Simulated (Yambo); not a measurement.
Yambo run on BeO (wurtzite, space group P6_3mc, No. 186). The wavefunctions are norm-conserving PBE (Quantum ESPRESSO, 88 Ry, scalar-relativistic) ones on a 6×6×4 mesh (10 occupied bands); a = b = 2.6943 Å, c = 4.3760 Å, α = β = 90.00°, γ = 120.00°.

Yambo input:

```
rim_cut
gw0
dyson
el_el_corr
HF_and_locXC
cohsex
em1s
RandQpts= 1000000
RandGvec= 1 Ry
EXXRLvcs= 88 Ry
VXCRLvcs= 352 Ry
Chimod= "HARTREE"
% BndsRnXs
 3 | 66 |
%
NGsBlkXs= 10 Ry
% LongDrXs
 1.0 | 1.0 | 1.0 |
%
ExtendOut
% QPkrange
 1 | 1 | 10 | 11 |
%
```

k points by index: 1 = Γ.

Table of the .qp output:

```
#    K-point    Band    Eo [eV]    E [eV]    E-Eo [eV]    Vxc [eV]    Vnlxc [eV]    Sc|Eo [eV]    Re(Z)    Im(Z)
#
    1    10    0.000000    -3.732977    -3.732977    -20.72709    -26.21108    1.751013    1.000000    0.000000
    1    11    7.723278    7.930335    0.207057    -13.57766    -8.363144    -5.007462    1.000000    0.000000
```
(The two width columns are left out.) Convergence of these settings isn't established.

Geometry of the Materials Project entry, not relaxed at this level.
